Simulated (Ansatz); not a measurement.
## Convergence test, CaMg3

These are results of DFT PBEsol, scalar-relativistic, plane waves, PAW (Ansatz), not measurements.

```cif
data_structure
_symmetry_space_group_name_H-M 'P 1'
_symmetry_Int_Tables_number 1
_cell_length_a 3.4216
_cell_length_b 3.4259
_cell_length_c 11.0954
_cell_angle_alpha 89.369
_cell_angle_beta 89.636
_cell_angle_gamma 120.737
_cell_volume 111.78
loop_
_atom_site_label
_atom_site_type_symbol
_atom_site_fract_x
_atom_site_fract_y
_atom_site_fract_z
_atom_site_occupancy
Ca1 Ca 0.96371 0.00074 0.49387 1
Mg1 Mg 0.02339 0.99116 0.99140 1
Mg2 Mg 0.69503 0.33203 0.75277 1
Mg3 Mg 0.66181 0.34610 0.24255 1
```

* plane-wave cutoff: 420 eV
* occupation rule: Gaussian smearing, 0.1 eV
* spin treatment: unpolarised

The atoms stay fixed while the k-point mesh is varied. ΔE is the energy extrapolated to zero smearing, less that of the reference run (10×10×4). The cell was strained and its atoms displaced at random, so that forces don't vanish. The meshes are Γ-centred. Pressure is positive in compression.

(1) Tried: 1×1×1, 2×2×1, 4×4×1, 6×6×2, 10×10×4. From which k-point mesh on does the energy per atom stay within 100, 10 and 1 meV of the reference?

## Answers

(1) 4×4×1 for 100 meV, none but the reference for 10 meV, none but the reference for 1 meV. The reference itself isn't shown to be converged.

```
   mesh  ΔE (meV/atom) P (GPa) largest change of a force component (eV/Å) irreducible points
  1×1×1          -3479    -9.61                                       0.215                   1
  2×2×1            342    -1.55                                       0.510                   4
  4×4×1          -18.4    -1.30                                       0.079                  10
  6×6×2           28.9    -0.96                                       0.035                  40
10×10×4           0.00    -1.00                                       0.000                 204
```